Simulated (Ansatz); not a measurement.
Ansatz (a quantum-chemistry and plane-wave program) input:

Ansatz 0.2 input:
```yaml
crystal:
  lattice:
    - [2.5405789497, 0.0, 0.0]
    - [-1.2702894749, 2.2002059108, 0.0]
    - [0.0, 0.0, 4.2026559951]
  atoms:
    - { symbol: B, position: [0.6666666667, 0.3333333333, 0.9997366529] }
    - { symbol: B, position: [0.3333333333, 0.6666666667, 0.4997366529] }
    - { symbol: N, position: [0.6666666667, 0.3333333333, 0.6252633471] }
    - { symbol: N, position: [0.3333333333, 0.6666666667, 0.1252633471] }
kpoints:
  mp_grid: { grid: [12, 12, 7] }
hamiltonian:
  xc: pbesol
  pseudopotentials: { azcp: { folder: ./paw }, kind: paw }
scf:
  occupations: { method: fixed }
elastic: { mode: relaxed_ion, stencil: two_point, amplitude: 0.005, f_tol: 0.0005 }
output: { polarization: {} }
```

Output (shortened):

```
Pseudopotential: B, paw, valence charge 3
Pseudopotential: N, paw, valence charge 5
Functional definition: PBEsol
Crystal: 4 atoms, lattice volume = 23.492 Å³
Basis set: ecut = 420 eV, 465 PW (Γ), exchange–correlation on 36×36×60 points (8 copies of the dense FFT grid, shifted against one another)
Bands: 12, of which v1, the nominal top of the filled ones, is band 8 counted from 1 (7 counted from 0)
Symmetry: 12 space group operations
Space group: P63mc (ITA 186), of the structure as read, at distance tolerance 2.9e-5 Å
k-points: 76 of 1008 (time reversal used)
SCF 1 converged in 10 iterations: F = -1067.612587 eV  dr2 = 4.03e-16
Crystal: 4 atoms, lattice volume = 23.375 Å³
Symmetry: 4 space group operations
k-points: 172 of 1008 (time reversal used)
SCF 2 converged in 8 iterations: F = -1067.610807 eV  dr2 = 5.18e-15
relax step   1: F+E_penalty+E_count = -1067.61080654 eV  Δ(F+E_penalty+E_count) = +0.000e0 eV  max|allowed force component| = 2.581e-2 eV/Å  Δτ_max = 0.0000 Å  (8 SCF iters, accepted)
Crystal: 4 atoms, lattice volume = 23.375 Å³
SCF 3 converged in 7 iterations: F = -1067.610825 eV  dr2 = 5.21e-16
relax step   2: F+E_penalty+E_count = -1067.61082498 eV  Δ(F+E_penalty+E_count) = -1.844e-5 eV  max|allowed force component| = 1.463e-2 eV/Å  Δτ_max = 0.0006 Å  (7 SCF iters, accepted)
Crystal: 4 atoms, lattice volume = 23.375 Å³
SCF 4 converged in 8 iterations: F = -1067.610835 eV  dr2 = 2.33e-15
relax step   3: F+E_penalty+E_count = -1067.61083514 eV  Δ(F+E_penalty+E_count) = -1.016e-5 eV  max|allowed force component| = 2.974e-4 eV/Å  Δτ_max = 0.0005 Å  (8 SCF iters, accepted)
Crystal: 4 atoms, lattice volume = 23.375 Å³
SCF 5 converged in 9 iterations: F = -1067.610835 eV  dr2 = 2.49e-14
Crystal: 4 atoms, lattice volume = 23.609 Å³
SCF 6 converged in 8 iterations: F = -1067.610857 eV  dr2 = 7.18e-15
relax step   1: F+E_penalty+E_count = -1067.61085750 eV  Δ(F+E_penalty+E_count) = +0.000e0 eV  max|allowed force component| = 2.405e-2 eV/Å  Δτ_max = 0.0000 Å  (8 SCF iters, accepted)
Crystal: 4 atoms, lattice volume = 23.609 Å³
SCF 7 converged in 7 iterations: F = -1067.610874 eV  dr2 = 1.02e-15
relax step   2: F+E_penalty+E_count = -1067.61087397 eV  Δ(F+E_penalty+E_count) = -1.647e-5 eV  max|allowed force component| = 1.337e-2 eV/Å  Δτ_max = 0.0006 Å  (7 SCF iters, accepted)
Crystal: 4 atoms, lattice volume = 23.609 Å³
SCF 8 converged in 7 iterations: F = -1067.610882 eV  dr2 = 1.72e-15
relax step   3: F+E_penalty+E_count = -1067.61088242 eV  Δ(F+E_penalty+E_count) = -8.450e-6 eV  max|allowed force component| = 2.684e-4 eV/Å  Δτ_max = 0.0004 Å  (7 SCF iters, accepted)
Crystal: 4 atoms, lattice volume = 23.609 Å³
SCF 9 converged in 8 iterations: F = -1067.610882 eV  dr2 = 9.61e-14
Crystal: 4 atoms, lattice volume = 23.375 Å³
Basis set: ecut = 420 eV, 463 PW (Γ), exchange–correlation on 36×36×60 points (8 copies of the dense FFT grid, shifted against one another)
SCF 10 converged in 7 iterations: F = -1067.610699 eV  dr2 = 9.27e-14
relax step   1: F+E_penalty+E_count = -1067.61069938 eV  Δ(F+E_penalty+E_count) = +0.000e0 eV  max|allowed force component| = 6.818e-3 eV/Å  Δτ_max = 0.0000 Å  (7 SCF iters, accepted)
Crystal: 4 atoms, lattice volume = 23.375 Å³
SCF 11 converged in 6 iterations: F = -1067.610700 eV  dr2 = 1.29e-14
relax step   2: F+E_penalty+E_count = -1067.61070048 eV  Δ(F+E_penalty+E_count) = -1.102e-6 eV  max|allowed force component| = 4.437e-3 eV/Å  Δτ_max = 0.0000 Å  (6 SCF iters, accepted)
Crystal: 4 atoms, lattice volume = 23.375 Å³
SCF 12 converged in 6 iterations: F = -1067.610701 eV  dr2 = 3.99e-14
relax step   3: F+E_penalty+E_count = -1067.61070129 eV  Δ(F+E_penalty+E_count) = -8.099e-7 eV  max|allowed force component| = 2.942e-6 eV/Å  Δτ_max = 0.0001 Å  (6 SCF iters, accepted)
Crystal: 4 atoms, lattice volume = 23.375 Å³
SCF 13 converged in 8 iterations: F = -1067.610701 eV  dr2 = 5.91e-14
Crystal: 4 atoms, lattice volume = 23.609 Å³
SCF 14 converged in 7 iterations: F = -1067.610742 eV  dr2 = 7.06e-14
relax step   1: F+E_penalty+E_count = -1067.61074239 eV  Δ(F+E_penalty+E_count) = +0.000e0 eV  max|allowed force component| = 1.780e-3 eV/Å  Δτ_max = 0.0000 Å  (7 SCF iters, accepted)
Crystal: 4 atoms, lattice volume = 23.609 Å³
SCF 15 converged in 6 iterations: F = -1067.610742 eV  dr2 = 9.21e-16
relax step   2: F+E_penalty+E_count = -1067.61074246 eV  Δ(F+E_penalty+E_count) = -7.805e-8 eV  max|allowed force component| = 1.176e-3 eV/Å  Δτ_max = 0.0000 Å  (6 SCF iters, accepted)
Crystal: 4 atoms, lattice volume = 23.609 Å³
SCF 16 converged in 7 iterations: F = -1067.610743 eV  dr2 = 1.52e-15
relax step   3: F+E_penalty+E_count = -1067.61074252 eV  Δ(F+E_penalty+E_count) = -6.042e-8 eV  max|allowed force component| = 1.292e-7 eV/Å  Δτ_max = 0.0000 Å  (7 SCF iters, accepted)
Crystal: 4 atoms, lattice volume = 23.609 Å³
SCF 17 converged in 9 iterations: F = -1067.610743 eV  dr2 = 2.89e-14
Crystal: 4 atoms, lattice volume = 23.492 Å³
Symmetry: 2 space group operations
k-points: 277 of 1008 (time reversal used)
SCF 18 converged in 9 iterations: F = -1067.611992 eV  dr2 = 3.23e-15
relax step   1: F+E_penalty+E_count = -1067.61199235 eV  Δ(F+E_penalty+E_count) = +0.000e0 eV  max|allowed force component| = 1.501e-2 eV/Å  Δτ_max = 0.0000 Å  (9 SCF iters, accepted)
Crystal: 4 atoms, lattice volume = 23.492 Å³
SCF 19 converged in 6 iterations: F = -1067.611997 eV  dr2 = 3.56e-14
relax step   2: F+E_penalty+E_count = -1067.61199729 eV  Δ(F+E_penalty+E_count) = -4.941e-6 eV  max|allowed force component| = 9.514e-3 eV/Å  Δτ_max = 0.0001 Å  (6 SCF iters, accepted)
Crystal: 4 atoms, lattice volume = 23.492 Å³
SCF 20 converged in 7 iterations: F = -1067.612001 eV  dr2 = 4.20e-14
relax step   3: F+E_penalty+E_count = -1067.61200067 eV  Δ(F+E_penalty+E_count) = -3.377e-6 eV  max|allowed force component| = 2.498e-5 eV/Å  Δτ_max = 0.0002 Å  (7 SCF iters, accepted)
Crystal: 4 atoms, lattice volume = 23.492 Å³
SCF 21 converged in 8 iterations: F = -1067.612001 eV  dr2 = 5.82e-14
Crystal: 4 atoms, lattice volume = 23.492 Å³
SCF 22 converged in 9 iterations: F = -1067.611992 eV  dr2 = 3.74e-15
relax step   1: F+E_penalty+E_count = -1067.61199235 eV  Δ(F+E_penalty+E_count) = +0.000e0 eV  max|allowed force component| = 1.501e-2 eV/Å  Δτ_max = 0.0000 Å  (9 SCF iters, accepted)
Crystal: 4 atoms, lattice volume = 23.492 Å³
SCF 23 converged in 6 iterations: F = -1067.611997 eV  dr2 = 7.04e-14
relax step   2: F+E_penalty+E_count = -1067.61199729 eV  Δ(F+E_penalty+E_count) = -4.941e-6 eV  max|allowed force component| = 9.514e-3 eV/Å  Δτ_max = 0.0001 Å  (6 SCF iters, accepted)
Crystal: 4 atoms, lattice volume = 23.492 Å³
SCF 24 converged in 7 iterations: F = -1067.612001 eV  dr2 = 4.84e-14
relax step   3: F+E_penalty+E_count = -1067.61200067 eV  Δ(F+E_penalty+E_count) = -3.377e-6 eV  max|allowed force component| = 2.499e-5 eV/Å  Δτ_max = 0.0002 Å  (7 SCF iters, accepted)
Crystal: 4 atoms, lattice volume = 23.492 Å³
SCF 25 converged in 8 iterations: F = -1067.612001 eV  dr2 = 6.19e-14
SCF converged after 10 iterations
Free energy (F): -1067.612587 eV
Harris-Foulkes:  -1067.612587 eV  (|F-HF|=2.27e-13)
Internal energy: -1067.612587 eV  (E = F + TS)
E sigma→0 (E₀):  -1067.612587 eV
Fermi energy:    11.376154 eV
--- Per-component energies (eV) ---
  E_band       = 52.661882
  E_kinetic    = 366.825347
  E_local      = -316.706518  (includes V_loc(G=0)·N_el)
  E_nonlocal   = 84.797869
  E_hartree    = 97.294306
  E_xc         = -185.139374
  E_vxc        = -229.835638  (∫ρ·V_xc dr)
  E_paw        = -397.572233  (= ΣΔE_a)
  E_vpaw       = -47.009589  (= ΣTr[D̂ρ^β])
  E_aug_tail   = 0.001797  (compensation charges beyond the density's cutoff)
  E_ewald      = -717.199401
  E_core_change = 0.085619  (= ΣΔE_core)
  E_smearing   =  0.000000  (= −TS)
  E_closure    = 0.000000  (closes the sum)
  Σ components = -1067.612587   (vs F -1067.612587, Δ=0.00e0)
--- Forces (eV/Å), atoms counted from 1 ---
  atom   1  B      0.00000000     0.00000000    -0.00001275
  atom   2  B      0.00000000     0.00000000    -0.00001275
  atom   3  N      0.00000000     0.00000000     0.00001275
  atom   4  N      0.00000000     0.00000000     0.00001275
  max |Σ_I F_I| component: 5.16e-9 eV/Å
--- Stress (GPa, compression-positive) ---
       -0.006467       0.000000       0.000000
        0.000000      -0.006467       0.000000
        0.000000       0.000000      -0.007145
  P = ⅓ Tr σ = -0.0067 GPa (-0.067 kbar)
--- Band table (eV; the first three rows and the last of 76) ---
  k-point 0: bands = ["-9.1225", "-4.8897", "0.3112", "9.2280", "9.2280", "11.0949", "11.3762", "11.3762", "19.7126", "19.7126", "19.9474", "20.9119"]
  k-point 1: bands = ["-8.9989", "-5.3382", "0.9777", "9.3154", "9.3154", "10.4156", "11.2433", "11.2433", "19.8603", "19.8603", "20.2309", "20.9057"]
  k-point 2: bands = ["-8.6313", "-6.2666", "2.5489", "8.7535", "9.5684", "9.5684", "10.8909", "10.8909", "20.2787", "20.2787", "20.6439", "20.8903"]
  k-point 75: bands = ["-3.5732", "-3.5732", "2.5173", "2.5173", "3.1186", "3.9197", "8.2072", "8.2072", "20.3495", "20.8059", "20.8059", "22.4214"]
--- Elastic constants: 3 strain directions × 2 members + reference (group order 12) ---
  dense FFT box of the reference and of every strained cell: 18×18×30
  strains applied: 11, 33, 23; error gains …
  C = ∂σ_k/∂η_j (tension-positive GPa; Voigt order 11 22 33 23 13 12):
       947.713    138.502     61.266      0.000      0.000      0.000
       138.502    947.713     61.266      0.000      0.000      0.000
        61.143     61.143   1044.667      0.000      0.000      0.000
         0.000      0.000      0.000    333.093      0.000      0.000
         0.000      0.000      0.000      0.000    333.093      0.000
         0.000      0.000      0.000      0.000      0.000    404.605
  reference stress σ⁰ (GPa):      0.006      0.006      0.007      0.000      0.000      0.000
  moduli (Voigt/Reuss/Hill, GPa): K = 384.66/384.63/384.64   G = 392.77/384.77/388.77   E = 872.39   ν = 0.122
  mechanically stable: yes (min eigenvalue of sym C = 333.09 GPa)
  e, the proper piezoelectric tensor (elastic.mode: relaxed_ion; C/m²; rows x y z; Voigt order 11 22 33 23 13 12):
       0.00000    0.00000    0.00000    0.00000   -0.32356    0.00000
       0.00000    0.00000    0.00000   -0.32356    0.00000    0.00000
      -0.33391   -0.33391    0.95268    0.00000    0.00000    0.00000
  ±, each entry's uncertainty from the finite density of the strings (C/m²), an estimate: the size of the correction for it that the entry includes:
       0.00000    0.00000    0.00000    0.00000    0.00292    0.00000
       0.00000    0.00000    0.00000    0.00292    0.00000    0.00000
       0.00040    0.00040    0.00063    0.00000    0.00000    0.00000
  strain η (Voigt 11):  stress-route row diagonal C_11 = 947.71 GPa, energy-path curvature d²(F+E_count+ΔE)/dδ²/Ω₀ = 947.53 GPa
         δ    σ_11 (GPa)             F (eV)   n_scf  n_hpsi   n_pw
    -5.000e-3      -4.8078       -1067.6108351       9   36922    472   relax 3 steps, max|allowed force component| 2.97e-4 eV/Å
     5.000e-3       4.6693       -1067.6108824       8   36179    476   relax 3 steps, max|allowed force component| 2.68e-4 eV/Å
  strain η (Voigt 33):  stress-route row diagonal C_33 = 1044.67 GPa, energy-path curvature d²(F+E_count+ΔE)/dδ²/Ω₀ = 1044.50 GPa
         δ    σ_33 (GPa)             F (eV)   n_scf  n_hpsi   n_pw
    -5.000e-3      -5.3124       -1067.6107013       8   15833    476   relax 3 steps, max|allowed force component| 2.94e-6 eV/Å
     5.000e-3       5.1343       -1067.6107425       9   16815    476   relax 3 steps, max|allowed force component| 1.29e-7 eV/Å
  strain η (Voigt 23):  stress-route row diagonal C_44 = 333.09 GPa, energy-path curvature d²(F+E_count+ΔE)/dδ²/Ω₀ = 333.09 GPa
         δ    σ_23 (GPa)             F (eV)   n_scf  n_hpsi   n_pw
    -5.000e-3      -1.6655       -1067.6120007       8   58180    476   relax 3 steps, max|allowed force component| 2.50e-5 eV/Å
     5.000e-3       1.6655       -1067.6120007       8   58181    476   relax 3 steps, max|allowed force component| 2.50e-5 eV/Å
--- Formal polarisation (Berry phase): one branch of a lattice of values; only differences between neighbouring runs are physical ---
  axis  mesh            electronic          ionic      p = total  spread (rad)  least overlap  resolved gap  δp at fixed H ≤   (phases in cycles; p mod 1 …
  b1    12×12×7         0.00000000     8.00000000     8.00000000      0.000000         0.9636        8.2274           1.0e-6
  b2    12×12×7         0.00000000     8.00000000     8.00000000      0.000000         0.9636        8.2274           1.0e-6
  b3    12×12×7         0.00435875     8.25105339     8.25541214      0.129685         0.9591        8.2274           5.5e-7
  quantum along a1:   0.10814659 e/Å² =   173.269940 µC/cm²
  quantum along a2:   0.10814659 e/Å² =   173.269940 µC/cm²
  quantum along a3:   0.17889738 e/Å² =   286.625200 µC/cm²
  P = (  0.43258636,   0.74926155,   1.47687159) e/Å² = (  693.079758,  1200.449355,  2366.209158) µC/cm²  (mod the quanta)
```

Cost: roughly 2.7 core-minutes on shared cores.

Space group P6_3mc (wurtzite). Symmetry was held in the PBEsol relaxation.

Potentials: the earlier of the program's two PAW sets. The files were generated under PBE; for other functionals the program regenerates the frozen cores, and for LDA and PBEsol the local potential too.

Ansatz is a plane-wave DFT program.
